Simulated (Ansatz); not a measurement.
This cell of CdSe (zinc blende) is off equilibrium:

```xyz
2
Lattice="0.0000 3.0096 2.9293 3.0096 0.0000 2.9293 3.0096 3.0096 0.0000" Properties=species:S:1:pos:R:3 pbc="T T T"
Se     4.5144     4.5144     4.3940
Cd     0.0000     0.0000     0.0000
```

Level of theory: r2SCAN (plane waves to 500 eV, PAW, scalar-relativistic; Ansatz, an electronic-structure program). k mesh 9×9×9 (Γ-centred), Fermi-Dirac smearing 0.05 eV. Energies are smeared free energies. Stress and pressure are positive under compression. CdSe was relaxed with its symmetry unable to fall. The PAW data are Ansatz's earlier set.

### Question
What is the stress tensor (GPa)?

### Answer
```
   5.09     0.00     0.00
   0.00     5.09     0.00
   0.00     0.00     5.37
```
The pressure, a third of the trace, is 5.18 GPa.

### Question
It is the relaxed cell deformed to V/V₀ = 0.920, (c/a)/(c/a)₀ = 0.973, c along z, fractional positions held. What is its energy relative to the relaxed cell?

### Answer
35.2 meV/atom.

(Under strain, the slope of the energy per volume gives the stress and its curvature an elastic modulus.)
